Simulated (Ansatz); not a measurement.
Data:

ZnSe:
Space group F-43m (No. 216); a = b = c = 5.567 Å, α = β = γ = 90.00°

```tsv
atom	site	symmetry	x	y	z
Zn	4a	-43m	0.0000	0.0000	0.0000
Se	4d	-43m	0.7500	0.7500	0.7500
```
(The calculation used a cell of 2 atoms; values per cell refer to that cell.)

This is the LDA-relaxed structure.

### Question
All from LDA in the plane-wave PAW code Ansatz, unless another level is named. Give the hole effective mass, band 1 of 3 at the edge.

### Answer
0.55 along [100], 3.1 along [110], 1.2 along [111] (mₑ).

### Question
What about the valence-band maximum?

### Answer
at Γ.

### Question
What about the weight of the valence-edge state by species (Voronoi cells)?

### Answer
Se 77 %, Zn 23 %.

Symmetry was held in the LDA relaxation; phonons on a q-mesh show no instability. Scalar-relativistic: spin–orbit coupling is off unless named, which matters more the heavier the elements.

Potentials: the earlier of the program's two PAW sets.

Edges and masses are those of Kohn–Sham bands, whose gap is no quasiparticle gap.
